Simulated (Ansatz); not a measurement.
Compressing TaCuN2: a fit and a missing row

TaCuN2, R-3m, a = 3.139 Å, c = 17.388 Å. The structure is a COD entry; whether it is the stable form wasn't checked. Ansatz: r2SCAN, PAW, 500 eV, Γ-centred 12×12×12 mesh on 4 atoms, Gaussian smearing 0.02 eV; no spin polarisation. Shape and atoms are relaxed at each volume; pressure is positive in compression.

```
V (Å³/atom) P (GPa)
     10.882        ?
     11.253    24.75
     11.624    15.22
     11.995     7.03
     12.366    -0.01
     12.737    -6.05
     13.108   -11.23
     13.603   -17.00
```

Q: Take V0 = 12.366 Å³/atom, count pressures from its P0 = -0.01 GPa, fit the third-order Birch–Murnaghan form to the other rows, and predict the missing pressure.

A: With the Eulerian strain f = ½[(V0/V)^(2/3) − 1] and y = (P − P0)/[3f(1 + 2f)^(5/2)], the form is the line y = B0 + 1.5 B0 (B0′ − 4) f. Rows (f, y): 0.03245, 217.3; 0.02106, 217.4; 0.01026, 217.4; -0.00976, 216.7; -0.01905, 216.3; -0.03079, 215.6. Means f = 0.0006950, y = 216.78; Σ(Δf)² = 0.003005, ΣΔfΔy = 0.08254; the slope is their ratio. y = 216.8 + 27.47 f GPa, so B0 = 216.8 GPa and B0′ = 4 + 2 × (27.47)/(3 × 216.8) = 4.08. At V = 10.882, f = 0.04448, y = 218.02 and P = 35.99 GPa. The run gave 35.83 GPa, so the fit is 0.16 GPa too high, a small miss on the scale of the series.

Spin–orbit coupling is left out, which can shift energies with elements as heavy as these.